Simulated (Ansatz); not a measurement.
An Ansatz (a program for electronic structure) run. Input:

Ansatz 0.2 input:
```yaml
crystal:
  lattice:
    - [0.0, 2.5497830435, 2.5497830435]
    - [2.5497830435, 0.0, 2.5497830435]
    - [2.5497830435, 2.5497830435, 0.0]
  atoms:
    - { symbol: Ru, position: [0.0, 0.0, 0.0] }
    - { symbol: W, position: [0.5, 0.5, 0.5] }
kpoints:
  mp_grid: { grid: [29, 29, 29] }
hamiltonian:
  xc: r2scan
  pseudopotentials: { azcp: { folder: ./paw }, kind: paw }
scf:
  occupations: { method: fermi_dirac, width: 0.1 }
elastic: { mode: relaxed_ion, stencil: two_point, amplitude: 0.005, f_tol: 0.0005 }
```

Output (shortened):

```
Pseudopotential: Ru, paw, valence charge 16
Pseudopotential: W, paw, valence charge 14
Functional definition: r2SCAN
Crystal: 2 atoms, lattice volume = 33.154 Å³
Basis set: ecut = 500 eV, 869 PW (Γ), exchange–correlation on 108×108×108 points (64 copies of the dense FFT grid, shifted against one another)
Bands: 19, of which v1, the nominal top of the filled ones, is band 15 counted from 1 (14 counted from 0)
Symmetry: 48 space group operations
Space group: Fm-3m (ITA 225), of the structure as read, at distance tolerance 3.2e-5 Å
k-points: 680 of 24389
SCF 1 converged in 13 iterations: F = -16287.005683 eV  dr2 = 2.79e-15
Crystal: 2 atoms, lattice volume = 33.154 Å³
SCF 2 converged in 2 iterations: F = -16287.005683 eV  dr2 = 1.29e-15
Crystal: 2 atoms, lattice volume = 32.989 Å³
Symmetry: 16 space group operations
k-points: 1800 of 24389
SCF 3 converged in 11 iterations: F = -16287.004598 eV  dr2 = 3.26e-14
Crystal: 2 atoms, lattice volume = 33.320 Å³
SCF 4 converged in 8 iterations: F = -16287.004789 eV  dr2 = 2.90e-14
Crystal: 2 atoms, lattice volume = 33.154 Å³
Symmetry: 8 space group operations
k-points: 3375 of 24389
SCF 5 converged in 10 iterations: F = -16287.005743 eV  dr2 = 9.17e-14
Crystal: 2 atoms, lattice volume = 33.154 Å³
SCF 6 converged in 8 iterations: F = -16287.005743 eV  dr2 = 2.06e-14
SCF converged after 2 iterations
Free energy (F): -16287.005683 eV
Harris-Foulkes:  -16287.005683 eV  (|F-HF|=3.64e-12)
Internal energy: -16286.962481 eV  (E = F + TS)
E sigma→0 (E₀):  -16286.984082 eV
Entropy (-TS):   -0.043202 eV (-21.601 meV/atom)
Fermi energy:    20.048247 eV
--- Per-component energies (eV) ---
  E_band       = -256.258234
  E_kinetic    = 882.285152
  E_local      = -2204.418621  (includes V_loc(G=0)·N_el)
  E_nonlocal   = 392.777804
  E_hartree    = 799.819410
  E_xc         = -412.255462
  E_vxc        = -490.337165  (∫ρ·V_xc dr)
  E_paw        = -12129.148352  (= ΣΔE_a)
  E_vpaw       = -466.989923  (= ΣTr[D̂ρ^β])
  E_aug_tail   = 0.000673  (compensation charges beyond the density's cutoff)
  E_vtau       = 30.785026  (kinetic-family band-sum trace: ∫τ·v_τ [+ j·A + Jᵃ·Aᵃ] dr)
  E_ewald      = -3615.123978
  E_core_change = -0.899106  (= ΣΔE_core)
  E_smearing   = -0.043202  (= −TS)
  E_closure    = 0.000000  (closes the sum)
  Σ components = -16287.005683   (vs F -16287.005683, Δ=0.00e0)
--- Forces (eV/Å), atoms counted from 1 ---
  atom   1  Ru     0.00000000     0.00000000     0.00000000
  atom   2  W      0.00000000     0.00000000     0.00000000
  max |Σ_I F_I| component: 0.0 eV/Å
--- Stress (GPa, compression-positive) ---
        0.075089       0.000000       0.000000
        0.000000       0.075089       0.000000
        0.000000       0.000000       0.075089
  P = ⅓ Tr σ = 0.0751 GPa (0.751 kbar)
--- Band table (eV; the first three rows and the last of 680) ---
  k-point 0: bands = ["-56.6016", "-54.7920", "-24.1468", "-24.1468", "-24.1468", "-20.0340", "-20.0340", "-20.0340", "11.3610", "14.4128", "14.4128", "15.1229", "15.1229", "15.1229", "23.1765", "23.1765", "23.1765", "25.6734", "25.6734"]
  k-point 1: bands = ["-56.6013", "-54.7923", "-24.1468", "-24.1464", "-24.1464", "-20.0360", "-20.0351", "-20.0351", "11.3921", "14.4321", "14.4321", "15.1234", "15.1419", "15.1419", "23.1417", "23.1544", "23.1544", "25.5871", "25.5871"]
  k-point 2: bands = ["-56.6004", "-54.7930", "-24.1467", "-24.1453", "-24.1453", "-20.0419", "-20.0386", "-20.0386", "11.4850", "14.4899", "14.4899", "15.1255", "15.1986", "15.1986", "23.0396", "23.0881", "23.0881", "25.3424", "25.3424"]
  k-point 679: bands = ["-56.5753", "-54.8115", "-24.2387", "-24.2357", "-24.1213", "-20.1514", "-20.0331", "-20.0318", "15.1927", "15.3068", "15.4392", "15.8630", "18.1634", "18.9082", "19.0190", "21.2761", "21.4266", "21.6499", "23.5752"]
--- Elastic constants: 2 strain directions × 2 members + reference (group order 48) ---
  dense FFT box of the reference and of every strained cell: 27×27×27
  strains applied: 11, 23; error gains: componentwise 1.00 (the most a stress slope's error grows in a printed constant), spectral 1.73 (1 for all six strains …
  C = ∂σ_k/∂η_j (tension-positive GPa; Voigt order 11 22 33 23 13 12):
       382.613    180.499    180.499      0.000      0.000      0.000
       180.499    382.613    180.499      0.000      0.000      0.000
       180.499    180.499    382.613      0.000      0.000      0.000
         0.000      0.000      0.000    -23.343      0.000      0.000
         0.000      0.000      0.000      0.000    -23.343      0.000
         0.000      0.000      0.000      0.000      0.000    -23.343
  reference stress σ⁰ (GPa):     -0.075     -0.075     -0.075      0.000      0.000      0.000
  moduli (Voigt/Reuss/Hill, GPa): K = 247.87/247.87/247.87   G = 26.42/-45.99/-9.78   E = -29.74   ν = 0.520
  mechanically stable: NO (min eigenvalue of sym C = -23.34 GPa)
  strain η (Voigt 11):  stress-route row diagonal C_11 = 382.61 GPa, energy-path curvature d²(F+E_count+ΔE)/dδ²/Ω₀ = 382.47 GPa
         δ    σ_11 (GPa)             F (eV)   n_scf  n_hpsi   n_pw
    -5.000e-3      -2.0401      -16287.0045982      11  728462    871   relax 0 steps, max|allowed force component| 0.0 eV/Å
     5.000e-3       1.7860      -16287.0047889       8  586695    877   relax 0 steps, max|allowed force component| 0.0 eV/Å
  strain η (Voigt 23):  stress-route row diagonal C_44 = -23.34 GPa, energy-path curvature d²(F+E_count+ΔE)/dδ²/Ω₀ = -23.28 GPa
         δ    σ_23 (GPa)             F (eV)   n_scf  n_hpsi   n_pw
    -5.000e-3       0.1167      -16287.0057427      10  1417711    875   relax 0 steps, max|allowed force component| 0.0 eV/Å
     5.000e-3      -0.1167      -16287.0057427       8  1114898    875   relax 0 steps, max|allowed force component| 0.0 eV/Å
```

Cost: around 13 core-minutes (rough) on shared cores.

The start of the workflow was typed in or built on a structure type; neither database checked (COD, Materials Project) lists it. Its standing as an ambient phase is unchecked. Symmetry was held in the r²SCAN relaxation. At this level the phase is mechanically unstable. The run is not spin-polarised. Its formation energy is positive at this level, so the cell may be metastable or incomplete. As this level gives no gap, shear constants depend on the k-mesh and smearing (Fermi–Dirac, 0.1 eV here). Spin–orbit coupling is left out wherever it is not named.

Potentials: the earlier of the program's two PAW sets.

Ansatz is a plane-wave DFT program.
